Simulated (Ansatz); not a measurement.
Relaxed-ion elastic tensor of ZnCu2SnS4 in space group I-4 (No. 82; Pearson symbol tI16) in GPa (Voigt order), plane-wave PAW r²SCAN (Ansatz code); density 4.60 g/cm³, 19.82 Å³ per atom.

```json
[
 {"": "1", "1": "102", "2": "63.9", "3": "64.4", "4": "0.0", "5": "0.0", "6": "0.2"},
 {"": "2", "1": "63.9", "2": "102", "3": "64.4", "4": "0.0", "5": "0.0", "6": "-0.2"},
 {"": "3", "1": "64.4", "2": "64.4", "3": "104", "4": "0.0", "5": "0.0", "6": "0.0"},
 {"": "4", "1": "0.0", "2": "0.0", "3": "0.0", "4": "45.4", "5": "0.0", "6": "0.0"},
 {"": "5", "1": "0.0", "2": "0.0", "3": "0.0", "4": "0.0", "5": "45.4", "6": "0.0"},
 {"": "6", "1": "0.2", "2": "-0.2", "3": "0.0", "4": "0.0", "5": "0.0", "6": "44.7"}
]
```

Problem. Is the crystal mechanically stable?

Solution. Yes: the smallest eigenvalue of C is 38.5 GPa.

Problem. Work out the Voigt, Reuss and Hill averages.

Solution. K_V = 77.1, K_R = 77.1, K_H = 77.1; G_V = 34.8, G_R = 29.4, G_H = 32.1 GPa.

Problem. Give Young's modulus, Poisson's ratio, Pugh's ratio and the universal anisotropy index.

Solution. E = 9KG/(3K + G) = 84.6 GPa; ν = 0.32; K/G = 2.40 (ductile by the Pugh limit of 1.75); A_U = 5G_V/G_R + K_V/K_R − 6 = 0.92.

Problem. Estimate the sound speeds and the Debye temperature.

Solution. v_l = √((K + 4G/3)/ρ) = 5110 m/s, v_t = √(G/ρ) = 2640 m/s, mean 2960 m/s; Θ = (h/k)(3n/4πV)^(1/3) v_m = 325 K.

Problem. Solve the Christoffel equation for the three sound speeds along x, y, z.

Solution. Eigenvalues of C_ijkl n_j n_l equal ρv² (piezoelectric stiffening left out). In km/s, slowest first: x 3.12, 3.14, 4.72; y 3.12, 3.14, 4.72; z 3.14, 3.14, 4.75.

Problem. How much does each axis shrink under pressure?

Solution. Linear compressibilities β_i = Σ_j S_ij (j = 1 to 3): x 4.4, y 4.4, z 4.2 per TPa.

Symmetry was held in the r²SCAN relaxation. No spin polarisation was allowed. Scalar-relativistic: spin–orbit coupling is off unless named, which matters more the heavier the elements.

Potentials: the later of the program's two PAW sets.
